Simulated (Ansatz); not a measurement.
Structures of NaW: which is lowest?

Plane-wave DFT in Ansatz with scalar-relativistic PAW potentials, cutoff 420 eV, Γ-centred meshes chosen by cell and gap, Gaussian smearing with energies taken to zero width. Every cell was relaxed (cell and atoms) in a run of its own, within the symmetry of its start. Functional: PBE.

Relaxed structures (starts from databases or built by putting these elements on another compound's sites):
A. Pmma, 4 atoms in the computed cell, a = 4.760 Å, b = 2.623 Å, c = 6.517 Å; sites (symmetry × multiplicity) Na mm2 × 2, W mm2 × 2; start: built
B. Pnma, 8 atoms in the computed cell, a = 11.455 Å, b = 2.535 Å, c = 6.088 Å; sites (symmetry × multiplicity) Na .m. × 4, W .m. × 4; start: built

Question: Rank them by energy. Could pressure change the order?

Answer:
| structure | group | E − E(lowest) (meV/atom) | V (Å³/atom) | gap on mesh (eV) |
| --- | --- | --- | --- | --- |
| A | Pmma | 0.0 | 20.34 | 0.00 |
| B | Pnma | 289 | 22.10 | 0.00 |

A is lowest, 289 meV/atom under B. The lowest is also the densest of these, so pressure wouldn't bring one of the others in at first order. Other structures may lie lower than all of these, and vibrations aren't counted.

Spin-orbit coupling is left out, which matters for the bands of heavy elements.